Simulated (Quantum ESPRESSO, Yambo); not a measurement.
# Quasiparticle gap of SnS monolayer

```
SnS
1.0
    4.08213     0.00000     0.00000
    0.00000     4.04764     0.00000
    0.00000     0.00000    15.90000
S Sn
2 2
Direct
  0.95503   0.00000   0.07286
  0.45503   0.50000   0.92714
  0.42511   0.50000   0.08803
  0.92511   0.00000   0.91197
```

The layer was cut from Materials Project entry mp-2231 and relaxed with PBEsol in a cell 15.9 Å high, with the Coulomb interaction truncated along z.

Starting point: norm-conserving PBE (stringent potentials; Quantum ESPRESSO, 102 Ry, without SOC). G0W0 in Yambo: 4×4×1 Γ-centred k mesh, bands 9 to 195 and a 8 Ry block in the screening, 195 bands in G with the Bruneval-Gonze terminator, plasmon pole fitted at 27.2 eV, slab-truncated Coulomb interaction, stochastic integration of W near q = 0.

```json
{
  "PBE gap along the band path": "1.37 eV",
  "PBE gap between the mesh's edge points (Γ → Γ)": "1.76 eV",
  "G0W0 gap between the same points": "2.72 eV",
  "smallest G0W0 gap among all computed states (the edges move to other k points)": "2.65 eV"
}
```

```
k point       band  E PBE (eV)  E QP (eV)  shift (eV)     Z
------------  ----  ----------  ---------  ----------  ----
Γ               VB        0.00      -0.58       -0.58  0.73
Γ               CB        1.76       2.14        0.38  0.77
(0, -0.5)       VB       -0.07      -0.56       -0.49  0.74
(0, -0.5)       CB        2.03       2.46        0.44  0.75
(-0.5, 0)       VB       -0.03      -0.51       -0.48  0.74
(-0.5, 0)       CB        2.06       2.50        0.43  0.75
(-0.5, -0.5)    VB       -1.57      -2.26       -0.70  0.72
(-0.5, -0.5)    CB        4.12       4.69        0.57  0.75
```

Energies count from the PBE valence-band maximum.

Nearest settings tried, and what they do to the gap: 111 bands in G: -9 meV; 111 bands in W, 111 bands in G: -30 meV; 5 Ry block (341 vectors against 691): -88 meV. Not varied: mesh, cell height. So the settings aren't converged at that level.

Spin-orbit splittings are left out.

This is a model layer cut from the bulk structure; whether it is stable on its own was not checked.
